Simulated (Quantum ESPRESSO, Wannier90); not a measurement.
**BaTiO₃ (cubic perovskite): Wannier90 run**

```yaml
crystal:
  lattice:
    - [4.00768, 0.00000, 0.00000]
    - [0.00000, 4.00768, 0.00000]
    - [0.00000, 0.00000, 4.00768]
  atoms:
    - { symbol: Ba, position: [0.50000, 0.50000, 0.50000] }
    - { symbol: Ti, position: [0.00000, 0.00000, 0.00000] }
    - { symbol: O, position: [0.50000, 0.00000, 0.00000] }
    - { symbol: O, position: [0.00000, 0.50000, 0.00000] }
    - { symbol: O, position: [0.00000, 0.00000, 0.50000] }
```

Materials Project entry mp-2998; symmetrised, unrelaxed at this level. COD (Crystallography Open Database) records the formula in this space group. Ideal cubic forms of this type are often high-temperature phases that distort on cooling; symmetry holds the cell here, and its stability was not tested. Level: PBEsol, no spin polarisation, no spin-orbit coupling; pw.x of Quantum ESPRESSO at 68 Ry with PseudoDojo potentials, 8×8×8 k-points, Wannier90. Density: 8×8×8 mesh, cold smearing 0.01 Ry. Spin-orbit coupling is left out although heavy elements are present.

The plane-wave run has 38 bands and 40 electrons a cell. On the energy scale of pw.x, whose zero is arbitrary, the valence-band maximum lies at 10.15 eV.

Isolated groups of bands, relative to the valence-band maximum (bands from 21 on overlap up to the last one computed):

| bands | from (eV) | to (eV) | filling | weight on atomic waves |
|---|---|---|---|---|
| 1 | -56.32 | -56.31 | filled | Ti 3s 96 % |
| 2–4 | -32.71 | -32.66 | filled | Ti 3p 98 % |
| 5 | -24.61 | -24.34 | filled | Ba 5s 94 % |
| 6–8 | -16.95 | -15.73 | filled | O 2s 85 %, Ti 3d 5 %, Ti 4s 4 % |
| 9–11 | -10.52 | -9.34 | filled | Ba 5p 91 %, O 2p 5 % |
| 12–20 | -4.51 | 0.00 | filled | O 2p 82 %, Ti 3d 11 % |

Input w.win, without the blocks of cell, atoms and k-points (512 lines):

```
num_bands = 27
num_wann = 14
exclude_bands = 1-11
num_iter = 1000
conv_tol = 1.0e-6
conv_window = 4
dis_num_iter = 1000
dis_conv_tol = 1.0e-6
dis_froz_max = 17.43
write_hr = true
write_u_matrices = true
begin projections
f=0.00449,-0.01133,0.00266: d
f=0.50981,-0.00767,-0.00079: p
f=-0.00370,0.50025,0.01191: p
f=0.00608,-0.00468,0.49016: p
end projections
mp_grid = 8 8 8
```

wannier90.x stops with:
```
dis_windows: More states in the frozen window than target WFs
```
At some k-point more bands lie below dis_froz_max than there are Wannier functions, and every frozen state has to fit into the subspace. Mended as below, all else unchanged, the run goes through (Ω_I = 14.2 Å²) and follows the plane-wave bands to 0.4 meV rms (states up to 2.8 eV relative to the valence-band maximum).
```
dis_froz_max = 13.43
```
